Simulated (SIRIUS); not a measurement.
Input and output of a self-consistent single point for a model cell of Rb2TlCrF6 (Fm-3m, 10 atoms in the cell; prototype structure) (SIRIUS).

Method: LDA (PW92), PseudoDojo 0.4 standard norm-conserving LDA (tails mended) pseudopotentials (plane waves; SIRIUS).

```yaml
crystal:
  lattice:
    - [0.00000, 4.49265, 4.49265]
    - [4.49265, 0.00000, 4.49265]
    - [4.49265, 4.49265, 0.00000]
  atoms:
    - { symbol: Rb, position: [0.25000, 0.25000, 0.25000] }
    - { symbol: Rb, position: [0.75000, 0.75000, 0.75000] }
    - { symbol: Tl, position: [0.50000, 0.50000, 0.50000] }
    - { symbol: Cr, position: [0.00000, 0.00000, 0.00000], spin: 3.0 }
    - { symbol: F, position: [0.74910, 0.25090, 0.25090] }
    - { symbol: F, position: [0.25090, 0.74910, 0.74910] }
    - { symbol: F, position: [0.25090, 0.74910, 0.25090] }
    - { symbol: F, position: [0.74910, 0.25090, 0.74910] }
    - { symbol: F, position: [0.25090, 0.25090, 0.74910] }
    - { symbol: F, position: [0.74910, 0.74910, 0.25090] }
```
(The spins are starting values, not results.)

Reference input (self-consistent single point, DFT, LDA (PW92), plane waves, PseudoDojo 0.4 standard norm-conserving LDA (tails mended) pseudopotentials): parameters.ngridk = 3 3 3; parameters.xc_functionals = [XC_LDA_X, XC_LDA_C_PW]; parameters.gk_cutoff = 9.695 1/bohr; parameters.pw_cutoff = 19.391 1/bohr; parameters.smearing = fermi_dirac; parameters.smearing_width = 0.00367493 Ha; potentials = PseudoDojo 0.4 standard norm-conserving LDA (tails mended) pseudopotentials; parameters.electronic_structure_method = pseudopotential; parameters.num_bands = 55; parameters.num_mag_dims = 1; parameters.num_dft_iter = 100; parameters.energy_tol = 1e-07 Ha. This run's input differs from it in these lines:

```diff
@@ -16,3 +16,3 @@
     "pw_cutoff": 19.391,
-    "ngridk": [3, 3, 3],
+    "ngridk": [1, 1, 1],
     "smearing": "fermi_dirac",
```

The program printed (abridged):

```
[find] density tolerance         : 1e-06
[find] total energy tolerance    : 1e-07
[find] iter_solver_tol (initial) : 0.01
[find] iter_solver_tol (target)  : 1e-13
[find] num_dft_iter              : 100
Charges and magnetic moments
--------------------------------------------------------------------------------
atom                moment                |moment|
--------------------------------------------------------------------------------
   0 [  0.00000,   0.00000,  -0.00000]    0.000000
   1 [  0.00000,   0.00000,   0.00000]    0.000000
   2 [  0.00000,   0.00000,  -0.00000]    0.000000
   3 [  0.00000,   0.00000,   2.99885]    2.998853
   [... lines left out ...]
[find] total moment          : [  0.00000,   0.00000,   3.72832], magnitude : 3.728325
[find] Energy
[find] smearing (-TS)                 :      -0.00667791
[find] Total energy                   :    -351.49834271 (Ha),    -702.99668541 (Ry)
[find] Free energy (E-TS)             :    -351.50502061 (Ha),    -703.01004123 (Ry)
[find] band gap (eV)                  :       0.19396872
[find] Efermi                         :       0.18685639
[find] iteration : 25, RMS (target) : 8.9420e-07 (1.0000e-06) , energy difference (target) : -1.5433e-08 (1.0000e-07)
[find] bands are converged : true
[find] iterative solver converged : false
[find] converged after 26 SCF iterations!
[find] Charges and magnetic moments
[find] atom                moment                |moment|
[find]    0 [  0.00000,   0.00000,   0.00072]    0.000723
[find]    1 [  0.00000,   0.00000,   0.00086]    0.000860
[find]    2 [  0.00000,   0.00000,   0.02592]    0.025925
[find]    3 [  0.00000,   0.00000,   2.84553]    2.845530
[find]    4 [  0.00000,   0.00000,  -0.00187]    0.001873
[find]    5 [  0.00000,   0.00000,  -0.00272]    0.002725
[find]    6 [  0.00000,   0.00000,  -0.00187]    0.001873
[find]    7 [  0.00000,   0.00000,  -0.00272]    0.002725
[find]    8 [  0.00000,   0.00000,  -0.00187]    0.001873
[find]    9 [  0.00000,   0.00000,  -0.00272]    0.002725
[find] total charge          : 87.000000
[find] total moment          : [  0.00000,   0.00000,   3.72832], magnitude : 3.728325
   [... lines left out ...]
[find] Free energy (E-TS)             :    -351.50502061 (Ha),    -703.01004123 (Ry)
[find] band gap (eV)                  :       0.19396872
[find] Efermi                         :       0.18685639
   [... lines left out ...]
[ground_state] atom:    5, force:       0.0502319     -0.0000000     -0.0000000
[ground_state] atom:    6, force:      -0.0000000     -0.0502319     -0.0000000
[ground_state] atom:    7, force:      -0.0000000      0.0502319      0.0000000
[ground_state] atom:    8, force:       0.0000000     -0.0000000     -0.0502319
[ground_state] atom:    9, force:      -0.0000000     -0.0000000      0.0502319
```

The run converged in 26 iterations. SIRIUS prints the stress tensor with tension positive. Against the reference run the free energy goes up by 165 meV/atom, the pressure goes from -4.58 to -1.55 GPa, the largest force goes from 2.126 to 2.583 eV/Å and the net moment hardly changes (0.40 to 0.37 μB/atom).

Lattice and positions were typed or generated, without prior relaxation. Spin-orbit coupling is left out, which matters for bands and gaps with elements this heavy. The run is spin-polarised and ends with a net moment of 3.73 μB in the cell. No Hubbard term acts on the open shells, so the gap and the state can differ from those of the real compound. This run is one point of a test of settings, so its values need not be converged; read them against the reference run alone. With one magnetic atom the cell allows parallel order alone; another order can lie lower. With one or two k-points the zone of this small cell is coarsely sampled: energies, forces and stress carry that error and can break the symmetry, so a converged loop does not mean converged values.

Cost on one core: roughly 4 core-minutes.

The gap that the log prints is read on the run's mesh, which can miss the band edges or a crossing.

“Tails mended”: in these copies of the files the far tail of each local potential was reset to the Coulomb form.
